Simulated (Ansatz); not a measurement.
Nb2SiN:
```
Nb2SiN
1.0
    3.24458     0.00000     0.00000
   -1.62229     2.80989     0.00000
    0.00000     0.00000    12.03450
Si Nb N
2 4 2
Direct
  0.33333   0.66667   0.75000
  0.66667   0.33333   0.25000
  0.33333   0.66667   0.09457
  0.66667   0.33333   0.59457
  0.66667   0.33333   0.90543
  0.33333   0.66667   0.40543
  0.00000   0.00000   0.00000
  0.00000   0.00000   0.50000
```

Relaxed with r²SCAN. Special points in fractions of this cell's reciprocal vectors: Γ (0.000, 0.000, 0.000); M (0.500, 0.000, 0.000); K (0.333, 0.333, 0.000); A (0.000, 0.000, 0.500); L (0.500, 0.000, 0.500); H (0.333, 0.333, 0.500).

**Question.** List the band energies nearest the Fermi level at these points for the program Ansatz at the r²SCAN with spin–orbit coupling level (PAW).

**Answer.** In eV from the Fermi level; about four levels below and three above (degenerate sets whole), none deeper than 8.9 eV; points with the same levels are listed once.

```tsv
k	below	above
Γ	-0.56 -0.56 -0.52 -0.52	0.00 0.00 0.25 0.25
M	-0.87 -0.87 -0.18 -0.18	0.43 0.43 0.75 0.75
K	-0.48 -0.48 -0.41 -0.41	0.23 0.23 0.24 0.24
A	-0.21 -0.21 -0.21 -0.21	0.91 0.91 0.91 0.91
L	-0.57 -0.57 -0.57 -0.57	0.65 0.65 0.65 0.65
H	-0.74 -0.74 -0.68 -0.68	0.48 0.48 0.49 0.49
```

Space group P6_3/mmc. The start of the workflow was typed in or built on a structure type; neither database checked (COD, Materials Project) lists it. Its standing as an ambient phase is unchecked. The r²SCAN relaxation kept the symmetry of its start; its stability against distortions is not shown here. The workflow began spin-polarised and lost its moments.

Potentials: the earlier of the program's two PAW sets.
